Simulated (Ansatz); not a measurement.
# La: from a starting cell to a relaxed one

The start is a generated cell, La built in the bcc structure type. The cell and all atomic positions are relaxed at zero pressure with r2SCAN (plane waves to 500 eV, PAW, scalar-relativistic; Ansatz, an electronic-structure program). The first steps use a coarse 11×11×11 k-mesh.

The start:
```
La
1.0
   -2.10671     2.10671     2.10671
    2.10671    -2.10671     2.10671
    2.10671     2.10671    -2.10671
La
1
Direct
  0.00000   0.00000   0.00000
```

Question: How much energy is released per atom?

Answer: Under 0.01 eV/atom.

Question: How does the volume change?

Answer: +2.3 %, from 37.40 to 38.25 Å³/atom.

Question: What does it relax into? Give the structure.

Answer: 
Space group Im-3m (No. 229); a = b = c = 4.2453 Å, α = β = γ = 90.00°

```csv
atom,site,symmetry,x,y,z
La,2a,m-3m,0.0000,0.0000,0.0000
```
(The calculation used a cell of 1 atom; values per cell refer to that cell.)

The space group stays Im-3m (No. 229) (the run could not lower it); the end is bcc (W type), with 1 atom in the primitive cell. Final values are on a 15×15×15 k-mesh of the relaxed cell. No spin polarisation in the result. A magnetic state may lie lower.

The run could not lose the symmetry of its start.

This is a known allotrope of La, reached from a generated start. Known forms of La include space group No. 194.
